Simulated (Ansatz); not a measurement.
ZrB$_{2}$ (AlB2 type, space group P6/mmm)

```xyz
3
Lattice="3.1714 0.0000 0.0000 -1.5857 2.7465 0.0000 0.0000 0.0000 3.5413" Properties=species:S:1:pos:R:3 pbc="T T T"
Zr     0.0000     0.0000     0.0000
B      0.0000     1.8310     1.7707
B      1.5857     0.9155     1.7707
```

The slice is a (0001) plane (indices of the conventional cell) through the point (0.000, 0.000, 0.000) (fractional), spanned by u = [110] and v = [1 -1 0] in vectors of this cell: u (3.17 Å) and v (5.49 Å, at 90° to u). It covers one period; positions are fractions (u, v).

Computed with PBE (plane waves to 420 eV, PAW, scalar-relativistic; Ansatz, a quantum-chemistry and plane-wave program). k mesh 17×17×13. Inside the PAW spheres the values are not all-electron values, and peaks at nuclei hang on which shells count as valence. ZrB2 is run without spin polarisation. ZrB2 was relaxed with its symmetry unable to fall.

Sketch the valence electron density on this plane as a map.


```tsv
v \ u	0.00	0.14	0.29	0.43	0.57	0.71	0.86
0.88	0.4	0.1	-0.5	-0.7	-0.7	-0.5	0.1
0.75	-0.7	-0.7	-0.7	-0.7	-0.7	-0.7	-0.7
0.62	-0.7	-0.7	-0.2	0.3	0.3	-0.2	-0.7
0.50	-0.7	-0.5	0.4	0.6	0.6	0.4	-0.5
0.38	-0.7	-0.7	-0.2	0.3	0.3	-0.2	-0.7
0.25	-0.7	-0.7	-0.7	-0.7	-0.7	-0.7	-0.7
0.12	0.4	0.1	-0.5	-0.7	-0.7	-0.5	0.1
0.00	0.4	0.6	0.0	-0.7	-0.7	0.0	0.6
```

Values: log₁₀ of the valence density in e/Å³. The scale is logarithmic, as a density can span decades between atoms and voids.
